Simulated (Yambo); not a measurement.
Cs2PtH6 (space group Fm-3m, No. 225), G0W0@PBEsol in Yambo with this input:

```
rim_cut
gw0
dyson
el_el_corr
HF_and_locXC
ppa
em1d
RandQpts= 1000000
RandGvec= 1 Ry
EXXRLvcs= 84 Ry
VXCRLvcs= 336 Ry
Chimod= "HARTREE"
% BndsRnXp
 5 | 322 |
%
NGsBlkXp= 8 Ry
% LongDrXp
 1.0 | 1.0 | 1.0 |
%
PPAPntXp= 27.2114 eV
% GbndRnge
 1 | 322 |
%
GTermKind= "BG"
DysSolver= "n"
ExtendOut
```

On a 2×2×2 mesh, with wavefunctions cut at 84 Ry, the gap (X → X) is 6.065 eV and the valence edge shifts by -1.569 eV.

Question: What happens with this change: 2 Ry block?

Answer: The gap falls by 0.291 eV, to 5.774 eV; the shift of the valence edge becomes -1.225 eV. Neither run is shown to be the converged limit.

Spin-orbit coupling is not included.

Geometry of the Materials Project entry, not relaxed at this level; primitive cell a = b = c = 6.3444 Å, α = β = γ = 60.00°.

The structure is a Materials Project entry; no match was found in the copy of COD used, and its stability was not checked.

A shift is the quasiparticle energy of the state minus its PBEsol energy.
